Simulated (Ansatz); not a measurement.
A plane-wave DFT run in Ansatz 0.2.0 (scalar-relativistic PAW potentials unless the input names others): input and command.

```yaml
crystal:
  lattice:
    - [6.0479133501, 0.0, 0.0]
    - [-3.023956675, 5.2376466011, 0.0]
    - [0.0, 0.0, 3.2872318503]
  atoms:
    - { symbol: In, position: [0.5, 0.0, 0.0] }
    - { symbol: In, position: [0.0, 0.5, 0.0] }
    - { symbol: In, position: [0.5, 0.5, 0.0] }
    - { symbol: H, position: [0.0, 0.0, 0.0] }
basis:
  ecutwfc: "50 eV"
kpoints:
  mp_grid: { grid: [12, 12, 14] }
hamiltonian:
  xc: pbe
scf:
  occupations: { method: gaussian, width: 0.1 }
  max_iter: 100
output:
  forces: true
  eigenvalues: true
  stress: true
relax:
  adjacent_minimum: "off"
  f_tol: 0.01
  max_steps: 80
  cell: { stress_tol: 0.05 }
```

```bash
ansatz run input.yaml --threads 1 --pin off --max-ram 2560MiB --backend cpu --events-out ev --progress --plain --runs-dir out
```

Abridged log:
```
Basis set: ecut = 50 eV, 75 PW (Γ), exchange–correlation on 30×30×16 points (8 copies of the dense FFT grid, shifted against one another)
Bands: 24, of which v1, the nominal top of the filled ones, is band 20 counted from 1 (19 counted from 0)
Symmetry: 24 space group operations
k-points: 152 of 2016
SCF iter   1: F=—  HF=-16151.565012 eV  |F-HF|=—  |Δ(HF+E_count)|=         —  Δρ=1.10e0  dr2=1.54e3  ethr=1.77e-3  ⟨swp⟩=1.0  Hψ=12706  notcnv=0
SCF iter   2: F=—  HF=-15378.391832 eV  |F-HF|=—  |Δ(HF+E_count)|=    7.73e2  Δρ=1.66e-1  dr2=4.59e1  ethr=1.77e-3  ⟨swp⟩=1.0  Hψ=48232  notcnv=0
automatic band count: the SCF goes on with 28 bands, as 24 were too few: the levels above may hold too much charge
SCF iter   3: F=—  HF=-15362.931962 eV  |F-HF|=—  |Δ(HF+E_count)|=    1.55e1  Δρ=2.50e-2  dr2=1.29e0  ethr=1.77e-3  ⟨swp⟩=3.0  Hψ=11717  notcnv=0  defer=235
SCF iter   4: F=—  HF=-15362.553857 eV  |F-HF|=—  |Δ(HF+E_count)|=   3.78e-1  Δρ=8.74e-3  dr2=1.36e-1  ethr=1.77e-3  ⟨swp⟩=2.3  Hψ=7950  notcnv=0  defer=227
SCF iter   5: F=—  HF=-15362.554873 eV  |F-HF|=—  |Δ(HF+E_count)|=   1.02e-3  Δρ=2.84e-3  dr2=1.22e-2  ethr=3.41e-4  ⟨swp⟩=2.5  Hψ=6946  notcnv=0  defer=221
SCF iter   6: F=—  HF=-15362.560348 eV  |F-HF|=—  |Δ(HF+E_count)|=   5.47e-3  Δρ=6.86e-4  dr2=5.39e-4  ethr=3.05e-5  ⟨swp⟩=1.9  Hψ=4633  notcnv=0  defer=221
SCF iter   7: F=—  HF=-15362.560433 eV  |F-HF|=—  |Δ(HF+E_count)|=   8.57e-5  Δρ=1.33e-4  dr2=2.30e-5  ethr=1.35e-6  ⟨swp⟩=1.3  Hψ=4210  notcnv=0  defer=221
SCF iter   8: F=—  HF=-15362.905021 eV  |F-HF|=—  |Δ(HF+E_count)|=   3.45e-1  Δρ=3.83e-4  dr2=1.79e-4  ethr=5.76e-8  ⟨swp⟩=3.0  Hψ=8284  notcnv=0  defer=220
   ...
SCF iter   1: F=—  HF=-16538.422395 eV  |F-HF|=—  |Δ(HF+E_count)|=         —  Δρ=1.45e-4  dr2=2.04e-6  ethr=5.11e-9  ⟨swp⟩=1.0  Hψ=18178  notcnv=0
SCF iter   2: F=—  HF=-16538.417260 eV  |F-HF|=—  |Δ(HF+E_count)|=   5.13e-3  Δρ=6.25e-5  dr2=4.00e-7  ethr=1.00e-9  ⟨swp⟩=28.2  Hψ=59990  notcnv=0
SCF iter   3: F=-16538.417260 eV  HF=-16538.417260 eV  |F-HF|=7.03e-8  |Δ(HF+E_count)|=   1.36e-7  Δρ=3.70e-5  dr2=1.16e-7  ethr=1.00e-9  ⟨swp⟩=14.8  Hψ=25715  notcnv=0
SCF 15 converged in 3 iterations: F = -16538.417260 eV  dr2 = 1.16e-7
relax step  15: F+E_penalty+E_count = -16538.41725954 eV  Δ(F+E_penalty+E_count) = +3.696e-3 eV  max|allowed force component| = 5.496e-29 eV/Å  Δτ_max = 0.0000 Å  P = +0.058 GPa  Ω = 19.306 Å³  energy of the carried Pulay correction = +3.129e2 eV  (3 SCF iters, dr2 threshold 4.00e-7 eV, accepted)
Crystal: 4 atoms, lattice volume = 19.307 Å³
SCF iter   1: F=—  HF=-16538.421598 eV  |F-HF|=—  |Δ(HF+E_count)|=         —  Δρ=8.25e-5  dr2=6.40e-7  ethr=1.60e-9  ⟨swp⟩=1.0  Hψ=18178  notcnv=0
SCF iter   2: F=—  HF=-16538.416464 eV  |F-HF|=—  |Δ(HF+E_count)|=   5.13e-3  Δρ=8.32e-5  dr2=7.08e-7  ethr=1.60e-9  ⟨swp⟩=8.1  Hψ=17242  notcnv=0
SCF iter   3: F=—  HF=-16538.416464 eV  |F-HF|=—  |Δ(HF+E_count)|=   1.70e-7  Δρ=6.04e-5  dr2=3.41e-7  ethr=1.60e-9  ⟨swp⟩=2.3  Hψ=5515  notcnv=0
SCF iter   4: F=—  HF=-16538.416464 eV  |F-HF|=—  |Δ(HF+E_count)|=   1.21e-7  Δρ=2.89e-5  dr2=8.40e-8  ethr=8.53e-10  ⟨swp⟩=2.4  Hψ=5760  notcnv=0
SCF iter   5: F=-16538.416464 eV  HF=-16538.416464 eV  |F-HF|=3.40e-9  |Δ(HF+E_count)|=   2.61e-8  Δρ=9.42e-6  dr2=6.81e-9  ethr=3.59e-11  ⟨swp⟩=25.6  Hψ=53102  notcnv=0
SCF 16 converged in 5 iterations: F = -16538.416464 eV  dr2 = 6.81e-9
relax step  16: F+E_penalty+E_count = -16538.41646405 eV  Δ(F+E_penalty+E_count) = +7.955e-4 eV  max|allowed force component| = 2.649e-29 eV/Å  Δτ_max = 0.0000 Å  P = -0.042 GPa  Ω = 19.307 Å³  energy of the carried Pulay correction = +3.129e2 eV  (5 SCF iters, dr2 threshold 1.44e-8 eV, accepted)
Step failed. What follows is not a result of the run: it is the report of the last solve that finished, which converged after 5 SCF iterations.
Free energy (F): -16538.416464 eV
Harris-Foulkes:  -16538.416464 eV  (|F-HF|=3.40e-9)
Internal energy: -16538.411888 eV  (E = F + TS)
E sigma→0 (E₀):  -16538.414176 eV
Entropy (-TS):   -0.004576 eV (-1.144 meV/atom)
Fermi energy:    57.134346 eV
--- Forces (eV/Å), atoms counted from 1 ---
  atom   1  In     0.00000000     0.00000000     0.00000000
  atom   2  In     0.00000000     0.00000000     0.00000000
  atom   3  In     0.00000000     0.00000000     0.00000000
  atom   4  H      0.00000000     0.00000000     0.00000000
--- Stress (GPa, compression-positive) ---
    -1290.007410       0.000000       0.000000
        0.000000   -1290.007410       0.000000
        0.000000       0.000000   -1344.810636
  P = ⅓ Tr σ = -1308.2752 GPa (-13082.752 kbar)
End of that report.
this run last wrote the structure of step 16 to <dir>
  cell:  # Å, volume = 19.3065 Å³
    - [3.49657406, 0.0, 0.0]
    - [-1.74828703, 3.02812196, 0.0]
    - [0.0, 0.0, 1.82342466]
  atoms:
    - { symbol: In, position: [0.5, 0.0, 0.0] }
    - { symbol: In, position: [0.0, 0.5, 0.0] }
    - { symbol: In, position: [0.5, 0.50000000, 0.0] }
    - { symbol: H, position: [0.0, 0.0, 0.0] }
```

Q: What is wrong with this input?

A: The fault is a cutoff far too low (basis.ecutwfc: 420 → "50 eV", the first being the value of the sound run). Setting it back cures it. The log, from which this was withheld above, says: «Warning: basis.ecutwfc = 50 eV is below the records' recommended 420 eV, and the density's cutoff is lower with it unless basis.ecutrho_ratio is high enough to keep the records' density cutoff: compare with a run at a higher cutoff» «Error: n_bands = 28 exceeds the smallest per-k basis n_pw = 11 on this cell (volume 19.307 Å³); raise `basis.ecutwfc`, or lower `scf.n_extra_bands` until the run solves fewer than 11 bands, so that the eigensolver has room, keeping enough bands for the occupied states — the relaxation's steps converged, and the SCF that follows them selects its plane waves again on the cell that they reached …» The run stopped without converging. A reference run from the same start on usual settings converged, and the end of its own relaxation has pressure -0.01 GPa, largest force 0.000 eV/Å, no gap on the mesh.

It took 68 s on 1 thread of Arm Neoverse V1, with other jobs on the host, peak memory 0.3 GiB.